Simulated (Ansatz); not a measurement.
**Sc2BS4, a known structure type with other elements, at an estimated volume**

```
S Sc B
1.0
     0.00000    5.14412    5.14412
     5.14412    0.00000    5.14412
     5.14412    5.14412    0.00000
S Sc B
8 4 2
Cartesian
  2.6479 2.6479 2.6479
  7.6404 5.2199 5.2199
  5.0683 5.0683 2.6479
  5.2199 7.6404 5.2199
  2.6479 5.0683 5.0683
  7.6404 7.6404 7.6404
  5.0683 2.6479 5.0683
  5.2199 5.2199 7.6404
  5.1441 5.1441 5.1441
  5.1441 2.5721 2.5721
  2.5721 2.5721 5.1441
  2.5721 5.1441 2.5721
  1.2860 1.2860 1.2860
  9.0022 9.0022 9.0022
```

The numbers come from plane-wave PAW DFT (Ansatz): r2SCAN, no spin polarisation, 500 eV, 6×6×6 Γ-centred k points, fermi-dirac occupations (width 0.0803 eV). Nothing was relaxed.

How is the charge shared?

Bader charges in e: Sc +1.82, B +0.58, S -1.05. In the mean Sc gives up most and S takes most.

What happens at the Fermi level?

It is a metal, with about 3.7 states/eV a cell as the mean within 0.25 eV of the Fermi level, mostly Sc d (28 %), B s (27 %) and S p (26 %).

Describe some of the short contacts.

S–B at 2.36 Å: least valence density 0.42 e/Å³ and ELF 0.80 there. S–Sc at 2.50 Å: least valence density 0.37 e/Å³ and ELF 0.19 there. Both are smooth PAW fields, read partly inside the augmentation spheres.

Is the cell too large or too small?

The pressure is 0.8 GPa (compression positive), so with the atoms held at these fractions the cell would first expand; the forces are large, so a full relaxation may end otherwise.

Where is the largest force?

The largest is on S5 (and as large on other atoms): 2.51 eV/Å, components (-1.45, 1.45, 1.45). It makes 0° with the line to a nearest neighbour, B13 at 2.36 Å, pointing towards it.

Origin: a known structure type with other elements, at an estimated volume, so it need not be a known compound. Caveats: many states at the Fermi level without spin polarisation, so a magnetic state may lie lower; atoms or cell far from equilibrium.
